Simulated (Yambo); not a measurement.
AlAs (wurtzite, space group P6_3mc, No. 186), G0W0@PBEsol in Yambo with this input:

```
rim_cut
gw0
dyson
el_el_corr
HF_and_locXC
ppa
em1d
RandQpts= 1000000
RandGvec= 1 Ry
EXXRLvcs= 84 Ry
VXCRLvcs= 336 Ry
Chimod= "HARTREE"
% BndsRnXp
 1 | 340 |
%
NGsBlkXp= 8 Ry
% LongDrXp
 1.0 | 1.0 | 1.0 |
%
PPAPntXp= 27.2114 eV
% GbndRnge
 1 | 340 |
%
GTermKind= "BG"
DysSolver= "n"
ExtendOut
```

On a 3×3×2 mesh, with wavefunctions cut at 84 Ry, the gap (Γ → Γ) is 2.760 eV and the valence edge shifts by -1.022 eV.

What happens with this change: 2 Ry block?

The gap falls by 0.218 eV, to 2.542 eV; the shift of the valence edge becomes -0.620 eV. Neither run is shown to be the converged limit. The mesh misses a band edge: along a dense path the PBEsol gap is 1.52 eV against 1.60 eV on the mesh.

The standard potential for As keeps a d shell in the valence without the s and p states of that shell. In tests on such compounds this moved G0W0 gaps by up to about 0.9 eV, so absolute quasiparticle energies here are unreliable; differences between settings are what counts.

Spin-orbit coupling is included.

Geometry relaxed with PBEsol; primitive cell a = 4.0044 Å, b = 4.0044 Å, c = 6.5766 Å, α = 90.00°, β = 90.00°, γ = 120.00°.

This is not the ordinary phase of the substance; no match was found in the copy of COD used, and its stability was not checked.

A shift is the quasiparticle energy of the state minus its PBEsol energy.
